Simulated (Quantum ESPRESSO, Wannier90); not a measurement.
Tight-binding from DFT: AlInSb2 (P-4m2)

```xyz
4
Lattice="4.5062 0.0000 0.0000 0.0000 4.5062 0.0000 0.0000 0.0000 6.3488" Properties=species:S:1:pos:R:3 pbc="T T T"
Al     0.0000     0.0000     0.0000
In     2.2531     2.2531     3.1744
Sb     0.0000     2.2531     1.4816
Sb     2.2531     0.0000    -1.4816
```

Structure: Materials Project mp-1228890, symmetrised, not relaxed again. Not found in the COD (Crystallography Open Database) copy used; not checked further. Computed values, not measurements, from PBEsol: Quantum ESPRESSO (norm-conserving PseudoDojo potentials, cutoff 64 Ry, spinors with spin-orbit coupling) on a Γ-centred 6×6×4 mesh, then Wannier90. Density: 8×8×6 mesh, Gaussian smearing 0.01 Ry. With spin-orbit coupling a semilocal functional can close or falsely invert a small gap; the band order was not checked against a better method. The gap is small at this level and was sampled on the meshes and a path alone.

A tight-binding model is made by disentanglement and projection with no localisation steps (num_iter = 0), so the 32 orbitals stay atom-like: hydrogen-like Al: s;p; In: s;p; Sb: s;p, axes along x, y, z; frozen window up to 1.66 eV relative to the valence-band maximum. It follows pw.x to 6.4 meV rms for states up to 1.2 eV relative to the valence-band maximum. Matrix elements depend on this choice of orbitals and windows.

The 45 largest hoppings ⟨m,0|H|n,R⟩ between different sites (one of each Hermitian pair; signs follow the real orbitals' lobes; the list may end inside a set of equal values):

```json
[
 {"m": "Sb3 py↑", "n": "Al1 s↑", "R": "0 0 0", "distance of the centres (Å)": "2.76", "t (eV)": "1.686", "Im t (eV)": "0.000"},
 {"m": "Sb3 py↓", "n": "Al1 s↓", "R": "0 0 0", "distance of the centres (Å)": "2.76", "t (eV)": "1.686", "Im t (eV)": "0.000"},
 {"m": "Sb4 px↑", "n": "Al1 s↑", "R": "0 0 0", "distance of the centres (Å)": "2.76", "t (eV)": "1.686", "Im t (eV)": "0.000"},
 {"m": "Sb4 px↓", "n": "Al1 s↓", "R": "0 0 0", "distance of the centres (Å)": "2.76", "t (eV)": "1.686", "Im t (eV)": "0.000"},
 {"m": "Sb3 py↑", "n": "Al1 s↑", "R": "0 1 0", "distance of the centres (Å)": "2.76", "t (eV)": "-1.686", "Im t (eV)": "0.000"},
 {"m": "Sb3 py↓", "n": "Al1 s↓", "R": "0 1 0", "distance of the centres (Å)": "2.76", "t (eV)": "-1.686", "Im t (eV)": "0.000"},
 {"m": "Sb4 px↑", "n": "Al1 s↑", "R": "1 0 0", "distance of the centres (Å)": "2.76", "t (eV)": "-1.686", "Im t (eV)": "0.000"},
 {"m": "Sb4 px↓", "n": "Al1 s↓", "R": "1 0 0", "distance of the centres (Å)": "2.76", "t (eV)": "-1.686", "Im t (eV)": "0.000"},
 {"m": "Sb3 s↑", "n": "Al1 py↑", "R": "0 0 0", "distance of the centres (Å)": "2.91", "t (eV)": "-1.634", "Im t (eV)": "0.000"},
 {"m": "Sb3 s↓", "n": "Al1 py↓", "R": "0 0 0", "distance of the centres (Å)": "2.91", "t (eV)": "-1.634", "Im t (eV)": "0.000"},
 {"m": "Sb4 s↑", "n": "Al1 px↑", "R": "0 0 0", "distance of the centres (Å)": "2.91", "t (eV)": "-1.634", "Im t (eV)": "0.000"},
 {"m": "Sb4 s↓", "n": "Al1 px↓", "R": "0 0 0", "distance of the centres (Å)": "2.91", "t (eV)": "-1.634", "Im t (eV)": "0.000"},
 {"m": "Sb3 s↑", "n": "Al1 py↑", "R": "0 1 0", "distance of the centres (Å)": "2.91", "t (eV)": "1.634", "Im t (eV)": "0.000"},
 {"m": "Sb3 s↓", "n": "Al1 py↓", "R": "0 1 0", "distance of the centres (Å)": "2.91", "t (eV)": "1.634", "Im t (eV)": "0.000"},
 {"m": "Sb4 s↑", "n": "Al1 px↑", "R": "1 0 0", "distance of the centres (Å)": "2.91", "t (eV)": "1.634", "Im t (eV)": "0.000"},
 {"m": "Sb4 s↓", "n": "Al1 px↓", "R": "1 0 0", "distance of the centres (Å)": "2.91", "t (eV)": "1.634", "Im t (eV)": "0.000"},
 {"m": "Sb3 pz↑", "n": "In2 px↑", "R": "0 0 0", "distance of the centres (Å)": "2.97", "t (eV)": "1.502", "Im t (eV)": "0.000"},
 {"m": "Sb3 pz↓", "n": "In2 px↓", "R": "0 0 0", "distance of the centres (Å)": "2.97", "t (eV)": "1.502", "Im t (eV)": "0.000"},
 {"m": "In2 py↑", "n": "Sb4 pz↑", "R": "0 0 1", "distance of the centres (Å)": "2.97", "t (eV)": "-1.502", "Im t (eV)": "0.000"},
 {"m": "In2 py↓", "n": "Sb4 pz↓", "R": "0 0 1", "distance of the centres (Å)": "2.97", "t (eV)": "-1.502", "Im t (eV)": "0.000"},
 {"m": "In2 py↑", "n": "Sb4 pz↑", "R": "0 1 1", "distance of the centres (Å)": "2.97", "t (eV)": "1.502", "Im t (eV)": "0.000"},
 {"m": "In2 py↓", "n": "Sb4 pz↓", "R": "0 1 1", "distance of the centres (Å)": "2.97", "t (eV)": "1.502", "Im t (eV)": "0.000"},
 {"m": "In2 px↑", "n": "Sb3 pz↑", "R": "1 0 0", "distance of the centres (Å)": "2.97", "t (eV)": "-1.502", "Im t (eV)": "0.000"},
 {"m": "In2 px↓", "n": "Sb3 pz↓", "R": "1 0 0", "distance of the centres (Å)": "2.97", "t (eV)": "-1.502", "Im t (eV)": "0.000"},
 {"m": "Sb3 py↑", "n": "Al1 pz↑", "R": "0 0 0", "distance of the centres (Å)": "2.76", "t (eV)": "1.495", "Im t (eV)": "0.000"},
 {"m": "Sb3 py↓", "n": "Al1 pz↓", "R": "0 0 0", "distance of the centres (Å)": "2.76", "t (eV)": "1.495", "Im t (eV)": "0.000"},
 {"m": "Sb4 px↑", "n": "Al1 pz↑", "R": "0 0 0", "distance of the centres (Å)": "2.76", "t (eV)": "-1.495", "Im t (eV)": "0.000"},
 {"m": "Sb4 px↓", "n": "Al1 pz↓", "R": "0 0 0", "distance of the centres (Å)": "2.76", "t (eV)": "-1.495", "Im t (eV)": "0.000"},
 {"m": "Sb3 py↑", "n": "Al1 pz↑", "R": "0 1 0", "distance of the centres (Å)": "2.76", "t (eV)": "-1.495", "Im t (eV)": "0.000"},
 {"m": "Sb3 py↓", "n": "Al1 pz↓", "R": "0 1 0", "distance of the centres (Å)": "2.76", "t (eV)": "-1.495", "Im t (eV)": "0.000"},
 {"m": "Sb4 px↑", "n": "Al1 pz↑", "R": "1 0 0", "distance of the centres (Å)": "2.76", "t (eV)": "1.495", "Im t (eV)": "0.000"},
 {"m": "Sb4 px↓", "n": "Al1 pz↓", "R": "1 0 0", "distance of the centres (Å)": "2.76", "t (eV)": "1.495", "Im t (eV)": "0.000"},
 {"m": "Sb3 s↑", "n": "In2 px↑", "R": "0 0 0", "distance of the centres (Å)": "2.96", "t (eV)": "1.493", "Im t (eV)": "0.000"},
 {"m": "Sb3 s↓", "n": "In2 px↓", "R": "0 0 0", "distance of the centres (Å)": "2.96", "t (eV)": "1.493", "Im t (eV)": "0.000"},
 {"m": "In2 py↑", "n": "Sb4 s↑", "R": "0 0 1", "distance of the centres (Å)": "2.96", "t (eV)": "1.493", "Im t (eV)": "0.000"},
 {"m": "In2 py↓", "n": "Sb4 s↓", "R": "0 0 1", "distance of the centres (Å)": "2.96", "t (eV)": "1.493", "Im t (eV)": "0.000"},
 {"m": "In2 py↑", "n": "Sb4 s↑", "R": "0 1 1", "distance of the centres (Å)": "2.96", "t (eV)": "-1.493", "Im t (eV)": "0.000"},
 {"m": "In2 py↓", "n": "Sb4 s↓", "R": "0 1 1", "distance of the centres (Å)": "2.96", "t (eV)": "-1.493", "Im t (eV)": "0.000"},
 {"m": "In2 px↑", "n": "Sb3 s↑", "R": "1 0 0", "distance of the centres (Å)": "2.96", "t (eV)": "-1.493", "Im t (eV)": "0.000"},
 {"m": "In2 px↓", "n": "Sb3 s↓", "R": "1 0 0", "distance of the centres (Å)": "2.96", "t (eV)": "-1.493", "Im t (eV)": "0.000"},
 {"m": "Sb3 pz↑", "n": "Al1 py↑", "R": "0 0 0", "distance of the centres (Å)": "2.90", "t (eV)": "1.492", "Im t (eV)": "0.000"},
 {"m": "Sb3 pz↓", "n": "Al1 py↓", "R": "0 0 0", "distance of the centres (Å)": "2.90", "t (eV)": "1.492", "Im t (eV)": "0.000"},
 {"m": "Sb4 pz↑", "n": "Al1 px↑", "R": "0 0 0", "distance of the centres (Å)": "2.90", "t (eV)": "-1.492", "Im t (eV)": "0.000"},
 {"m": "Sb4 pz↓", "n": "Al1 px↓", "R": "0 0 0", "distance of the centres (Å)": "2.90", "t (eV)": "-1.492", "Im t (eV)": "0.000"},
 {"m": "Sb3 pz↑", "n": "Al1 py↑", "R": "0 1 0", "distance of the centres (Å)": "2.90", "t (eV)": "-1.492", "Im t (eV)": "0.000"}
]
```
